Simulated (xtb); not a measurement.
xtb single point, GFN2-xTB, ALPB implicit methanol, on aluminate, AlH4O4 (SMILES [OH][Al-]([OH])([OH])[OH]), charge -1, multiplicity 1.

```
xtb m.xyz --gfn 2 --chrg -1 --uhf 0 --norestart --sp --alpb methanol

9

O     -0.214962     1.484975     1.052314
Al     0.003084     0.122285    -0.023281
O     -1.450196    -0.014294    -0.986803
O      1.450619     0.422747    -0.958311
O      0.225027    -1.404662     0.801073
H     -1.047385     1.576357     1.494792
H     -1.588613    -0.801588    -1.494792
H      1.588613     1.287739    -1.318474
H      1.055877    -1.576357     1.221832
```

The program's output:

```

          ...................................................
          :                      SETUP                      :
          :.................................................:
          :  # basis functions                  30          :
          :  # atomic orbitals                  29          :
          :  # shells                           15          :
          :  # electrons                        32          :
          :  max. iterations                   250          :
          :  Hamiltonian                  GFN2-xTB          :
          :  restarted?                      false          :
          :  GBSA solvation                   true          :
          :  PC potential                    false          :
          :  electronic temp.          300.0000000     K    :
          :  accuracy                    1.0000000          :
          :  -> integral cutoff          0.2500000E+02      :
          :  -> integral neglect         0.1000000E-07      :
          :  -> SCF convergence          0.1000000E-05 Eh   :
          :  -> wf. convergence          0.1000000E-03 e    :
          :  Broyden damping             0.4000000          :
          :  net charge                         -1          :
          :  unpaired electrons                  0          :
          ...................................................

 iter      E             dE          RMSdq      gap      omega  full diag
   1    -19.9802879 -0.199803E+02  0.734E+00   11.30       0.0  T
   2    -20.0064833 -0.261954E-01  0.394E+00   10.59       1.0  T
   3    -20.0110949 -0.461152E-02  0.114E+00    9.13       1.0  T
   4    -20.0181097 -0.701484E-02  0.600E-01    9.45       1.0  T
   5    -20.0182676 -0.157899E-03  0.216E-01    9.78       1.0  T
   6    -20.0187357 -0.468064E-03  0.106E-01    9.61       1.0  T
   7    -20.0188194 -0.837370E-04  0.274E-02    9.65       1.2  T
   8    -20.0188271 -0.775571E-05  0.324E-03    9.66      10.3  T
   9    -20.0188271  0.420542E-07  0.231E-03    9.66      14.4  T
  10    -20.0188272 -0.505579E-07  0.600E-04    9.66      55.6  T
  11    -20.0188272 -0.337241E-08  0.642E-05    9.66     519.3  T

   *** convergence criteria satisfied after 11 iterations ***

         #    Occupation            Energy/Eh            Energy/eV
      -------------------------------------------------------------
         1        2.0000           -0.6205062             -16.8848
       ...           ...                  ...                  ...
        10        2.0000           -0.4046347             -11.0107
        11        2.0000           -0.4024827             -10.9521
        12        2.0000           -0.3895087             -10.5991
        13        2.0000           -0.3894091             -10.5964
        14        2.0000           -0.3872533             -10.5377
        15        2.0000           -0.3789279             -10.3112
        16        2.0000           -0.3789028             -10.3105 (HOMO)
        17                         -0.0237884              -0.6473 (LUMO)
        18                          0.0771084               2.0982
        19                          0.0855101               2.3268
        20                          0.0858219               2.3353
        21                          0.1955268               5.3206
       ...                                ...                  ...
        29                          0.9593318              26.1047
      -------------------------------------------------------------
                  HL-Gap            0.3551144 Eh            9.6632 eV
             Fermi-level           -0.2013456 Eh           -5.4789 eV


         :::::::::::::::::::::::::::::::::::::::::::::::::::::
         ::                     SUMMARY                     ::
         :::::::::::::::::::::::::::::::::::::::::::::::::::::
         :: total energy             -19.911581729264 Eh    ::
         :: total w/o Gsasa/hb       -19.899303561650 Eh    ::
         :: gradient norm              0.014100557181 Eh/a0 ::
         :: HOMO-LUMO gap              9.663154506519 eV    ::
         ::.................................................::
         :: SCC energy               -20.018821347495 Eh    ::
         :: -> isotropic ES            0.351902489521 Eh    ::
         :: -> anisotropic ES         -0.006825215193 Eh    ::
         :: -> anisotropic XC         -0.000363388184 Eh    ::
         :: -> dispersion             -0.004230260977 Eh    ::
         :: -> Gsolv                  -0.113549799693 Eh    ::
         ::    -> Gelec               -0.101271632079 Eh    ::
         ::    -> Gsasa               -0.005517572717 Eh    ::
         ::    -> Ghb                 -0.010705514713 Eh    ::
         ::    -> Gshift               0.003944919816 Eh    ::
         :: repulsion energy           0.107239618231 Eh    ::
         :: add. restraining           0.000000000000 Eh    ::
         :: total charge              -1.000000000000 e     ::
[... lines cut ...]
        18                          0.0771084               2.0982
        19                          0.0855101               2.3268
        20                          0.0858219               2.3353
        21                          0.1955268               5.3206
        22                          0.2131498               5.8001
        23                          0.2134396               5.8080
        24                          0.2528406               6.8801
        25                          0.2595435               7.0625
        26                          0.3872754              10.5383
        27                          0.8196803              22.3046
       ...                                ...                  ...
        29                          0.9593318              26.1047
      -------------------------------------------------------------
                  HL-Gap            0.3551144 Eh            9.6632 eV
             Fermi-level           -0.2013456 Eh           -5.4789 eV

     #   Z          covCN         q      C6AA      α(0)
     1   8 O        1.540    -0.650    26.492     6.943
     2  13 Al       2.970     0.436    91.911    19.537
     3   8 O        1.540    -0.650    26.487     6.943
     4   8 O        1.540    -0.650    26.491     6.943
     5   8 O        1.540    -0.650    26.490     6.943
     6   1 H        0.816     0.291     0.746     1.355
     7   1 H        0.816     0.292     0.745     1.355
     8   1 H        0.816     0.292     0.745     1.355
     9   1 H        0.816     0.291     0.745     1.355

 Mol. C6AA /au·bohr⁶  :       1086.625358
 Mol. C8AA /au·bohr⁸  :      37498.428643
 Mol. α(0) /au        :         52.729966

Wiberg/Mayer (AO) data.
largest (>0.10) Wiberg bond orders for each atom

 ---------------------------------------------------------------------------
     #   Z sym  total        # sym  WBO       # sym  WBO       # sym  WBO
 ---------------------------------------------------------------------------
     1   8 O    1.977 --     2 Al   0.995     6 H    0.886
     2  13 Al   4.076 --     3 O    0.997     4 O    0.996     5 O    0.996
                             1 O    0.995
     3   8 O    1.978 --     2 Al   0.997     7 H    0.885
     4   8 O    1.977 --     2 Al   0.996     8 H    0.885
     5   8 O    1.977 --     2 Al   0.996     9 H    0.886
     6   1 H    0.915 --     1 O    0.886
     7   1 H    0.915 --     3 O    0.885
     8   1 H    0.915 --     4 O    0.885
     9   1 H    0.915 --     5 O    0.886
 ---------------------------------------------------------------------------


molecular dipole:
                 x           y           z       tot (Debye)
 q only:       -0.006      -0.233       0.039
   full:       -0.006      -0.233       0.039       0.601
molecular quadrupole (traceless):
                xx          xy          yy          xz          yz          zz
 q only:       -0.954       0.014      -1.090       0.028      -0.279       2.043
  q+dip:       -1.110       0.018      -1.259       0.032      -0.329       2.369
   full:       -1.055       0.018      -1.216       0.031      -0.315       2.270

           -------------------------------------------------
          | TOTAL ENERGY              -19.911581729264 Eh   |
          | GRADIENT NORM               0.014100557181 Eh/α |
          | HOMO-LUMO GAP               9.663154506519 eV   |
           -------------------------------------------------
```

The total energy is -541.82 eV, -2.99 eV from the same level's vacuum run.
